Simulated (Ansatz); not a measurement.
HfC in space group P6_3/mmc (No. 194; Hf on 2d, C on 2c) under volume change, r²SCAN (plane waves, PAW; program Ansatz), shape and atoms relaxed at each volume.

```json
[
 {"V (Å³/atom)": "13.444", "E − E(relaxed) (meV/atom)": "83.2", "P (GPa)": "21.62"},
 {"V (Å³/atom)": "13.887", "E − E(relaxed) (meV/atom)": "35.1", "P (GPa)": "13.34"},
 {"V (Å³/atom)": "14.331", "E − E(relaxed) (meV/atom)": "8.4", "P (GPa)": "6.19"},
 {"V (Å³/atom)": "14.774", "E − E(relaxed) (meV/atom)": "0.0", "P (GPa)": "0.00"},
 {"V (Å³/atom)": "15.217", "E − E(relaxed) (meV/atom)": "7.6", "P (GPa)": "-5.35"},
 {"V (Å³/atom)": "15.660", "E − E(relaxed) (meV/atom)": "28.9", "P (GPa)": "-9.98"},
 {"V (Å³/atom)": "16.103", "E − E(relaxed) (meV/atom)": "62.2", "P (GPa)": "-13.98"}
]
```

Q: What does a third-order Birch–Murnaghan fit give for V₀, B₀ and B′?

A: V₀ = 14.77 Å³/atom, B₀ = 191 GPa, B′ = 3.8.

The start of the workflow was typed in or built on a structure type; the Crystallography Open Database copy checked does not list it. It is not the phase usual at ambient conditions (space group No. 225). The cell was relaxed with r²SCAN under the symmetry of its start; its stability against distortions is not shown here. The run is not spin-polarised. Spin–orbit coupling is left out wherever it is not named.

Potentials: the earlier of the program's two PAW sets.
